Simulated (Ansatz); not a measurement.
## KTaF₆ — K-39 NMR of the central transition

Cell: a Materials Project structure (computed, not necessarily an observed phase), atoms as given.

Space group P-4c2 (No. 116); a = 5.2887, c = 9.9723 Å.

| site | Wyckoff | site symmetry | x | y | z |
| --- | --- | --- | --- | --- | --- |
| K | 2c | -4.. | 0.0000 | 0.0000 | 0.0000 |
| Ta | 2b | 2.22 | 0.5000 | 0.5000 | 0.2500 |
| F5 | 4e | ..2 | 0.2418 | 0.2418 | 0.2500 |
| F9 | 8j | 1 | 0.3072 | 0.6724 | 0.1141 |

One atom of each set is listed.

Method: Kohn–Sham DFT in Ansatz, PBE, plane waves and PAW, scalar-relativistic, 420 eV cutoff, Γ-centred 4×4×2 k-points, Fermi–Dirac smearing 0.02 eV.

K-39 has I = 3/2 and Q = 60.30 mb (Pyykkö 2018); at 7.05 T its Larmor frequency is ν₀ = 14.0 MHz. Only the quadrupole interaction is simulated: positions count from each site's isotropic chemical shift, and J coupling is left out, as are shift anisotropy and dipolar coupling, which fast spinning averages.

(1) Give C_Q, η, the quadrupolar product P_Q = |C_Q|(1 + η²/3)^½, the second-order isotropic shift and the breadth of the pattern (fast magic-angle spinning) for each K site.

Answers

(1) 

| site | first shell | C_Q (MHz) | η | P_Q (MHz) | δ_QIS (ppm) | breadth (kHz) |
| --- | --- | --- | --- | --- | --- | --- |
| K | 8 F at 2.63–3.08 Å | 0.619 | 0.00 | 0.619 | -48.7 | 1.46 |

δ_QIS = −(ν_Q²/30ν₀²)[I(I+1) − 3/4](1 + η²/3) × 10⁶ ppm with ν_Q = 3|C_Q|/[2I(2I−1)]; it falls as 1/B₀² in ppm, and the breadth as 1/B₀ in kHz.

An axis of threefold or higher order runs through K, so V_zz lies along it and η is zero.
